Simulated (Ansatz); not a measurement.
**diamond against fcc along group 15**

All numbers below come from DFT, BLYP, plane waves (420 eV) with PAW, scalar-relativistic (Ansatz). The PAW files were generated under PBE, with cores re-solved for the functional.

Each structure is relaxed within its symmetry, in the lowest magnetic state of the tried starts. Differences under about 8 meV lie within the error of the k-point mesh.

```json
{"element": "P", "E(diamond) − E(fcc) (meV/atom)": "-628", "V(diamond) (Å³/atom)": "23.33", "V(fcc) (Å³/atom)": "16.77", "state of diamond": "spin not included", "state of fcc": "spin not included"}
{"element": "As", "E(diamond) − E(fcc) (meV/atom)": "-522", "V(diamond) (Å³/atom)": "30.72", "V(fcc) (Å³/atom)": "21.44", "state of diamond": "spin not included", "state of fcc": "spin not included"}
{"element": "Sb", "E(diamond) − E(fcc) (meV/atom)": "-342", "V(diamond) (Å³/atom)": "45.89", "V(fcc) (Å³/atom)": "30.36", "state of diamond": "spin not included", "state of fcc": "spin not included"}
{"element": "Bi", "E(diamond) − E(fcc) (meV/atom)": "-277", "V(diamond) (Å³/atom)": "51.53", "V(fcc) (Å³/atom)": "34.60", "state of diamond": "spin not included", "state of fcc": "spin not included"}
```
